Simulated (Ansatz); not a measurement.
Be2ZnSe3: rattling a relaxed structure

The cell was found from a structure generator's guess, not taken from experiment.

Method: Ansatz 0.2.0, DFT PBE, scalar-relativistic, plane waves, PAW. Plane waves to 420 eV, a k mesh through Γ of 8×8×8 on the computed 6-atom cell and Gaussian smearing (0.02 eV); no spin polarisation.

The cell below (6 atoms, space group I-4m2 (No. 119)) is relaxed within its symmetry.

```cif
data_structure
_symmetry_space_group_name_H-M 'P 1'
_symmetry_Int_Tables_number 1
_cell_length_a 8.5556
_cell_length_b 8.5556
_cell_length_c 8.5556
_cell_angle_alpha 154.514
_cell_angle_beta 154.514
_cell_angle_gamma 36.353
_cell_volume 115.80
loop_
_atom_site_label
_atom_site_type_symbol
_atom_site_fract_x
_atom_site_fract_y
_atom_site_fract_z
_atom_site_occupancy
Be1 Be 0.82800 0.82800 0.00000 1
Be2 Be 0.17200 0.17200 0.00000 1
Zn1 Zn 0.50000 0.50000 0.00000 1
Se1 Se 0.40455 0.90455 0.50000 1
Se2 Se 0.09545 0.59545 0.50000 1
Se3 Se 0.75000 0.25000 0.50000 1
```

For the test a repeat of it with 12 atoms (edges 3.77, 7.55, 8.56 Å) was strained at random (σ = 1.5 % a component), the atoms were moved at random (σ = 0.05 Å), and all was relaxed again on a coarse 4×2×4 mesh (in the run’s order of axes) with 0.10 eV smearing, with no symmetry imposed.

Question: What happens?

Answer: It returns, within 1 meV/atom of the unmoved cell on that mesh and with the same symmetry when read at 0.1 Å. So it is stable against the distortions that fit this cell and that this random move excites. Modes that don't fit the cell aren't tested.
